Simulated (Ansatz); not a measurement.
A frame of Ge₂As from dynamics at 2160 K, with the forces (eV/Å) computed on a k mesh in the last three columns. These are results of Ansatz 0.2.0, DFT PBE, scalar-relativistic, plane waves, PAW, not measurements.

Cutoff 420 eV; k points 3×3×3 on the computed 21-atom cell (Γ-centred); Fermi–Dirac smearing, width 0.19 eV; no spin polarisation.

```xyz
21
Lattice="8.299 0.118 0.032 0.118 7.755 -0.105 0.032 -0.105 7.835" Properties=species:S:1:pos:R:3:forces:R:3 pbc="T T T"
As    5.119    1.360    6.589   -0.200    0.220   -2.840
As    5.473    1.565    1.018    1.190    0.470    2.120
As    3.729    6.214    6.725   -0.210    0.980    0.180
As    6.370    4.349    3.185    0.200   -0.690   -0.870
As    5.075    4.772    0.582    0.230    0.270    0.340
As    7.631    7.433    3.371    1.180    1.360   -1.490
As    1.737    0.686    0.252   -0.760   -0.570    0.590
Ge    1.666    4.867    6.101   -1.350   -0.040    0.230
Ge    5.013    7.601    3.601   -0.710    0.540    0.010
Ge    3.168    2.607    0.359    0.130    1.170   -0.340
Ge    3.854    4.688    5.037    0.460   -1.260   -1.940
Ge    4.058    7.214    1.117   -0.470   -0.120    1.560
Ge    6.990    7.379    7.475    0.340   -1.100    0.340
Ge    1.246    2.110    3.781   -0.090    0.550   -0.190
Ge    1.926    6.218    3.013    0.200   -0.040    0.330
Ge    7.368    3.614    0.655    0.150   -0.020    0.280
Ge    4.461    2.779    3.576   -0.080   -0.710   -0.160
Ge    1.546    3.835    1.807   -0.460    0.420    0.470
Ge    6.606    6.138    4.995   -0.390   -1.540    1.630
Ge    7.678    1.082    5.640   -0.480    1.020   -0.460
Ge    1.767    0.354    5.516    1.130   -0.910    0.210
```

Static pressure 2.8 GPa (no kinetic part), no gap on the mesh.

Counting as bonded all pairs within 1.2 times the summed covalent radii:

| atom → neighbour | mean count | mean length (Å) | spread (Å) |
| --- | --- | --- | --- |
| As → As | 0.57 | 2.49 | 0.19 |
| As → Ge | 3.14 | 2.60 | 0.15 |
| Ge → As | 1.57 | 2.60 | 0.15 |
| Ge → Ge | 1.86 | 2.61 | 0.13 |

Angles between all pairs of such bonds at an atom (mean ± spread): 100 ± 32° at As, 102 ± 33° at Ge.

Cost: 1 run of about 3.1 core-minutes, on Intel Xeon Platinum 8259CL (Skylake/Cascade Lake) (shared hosts).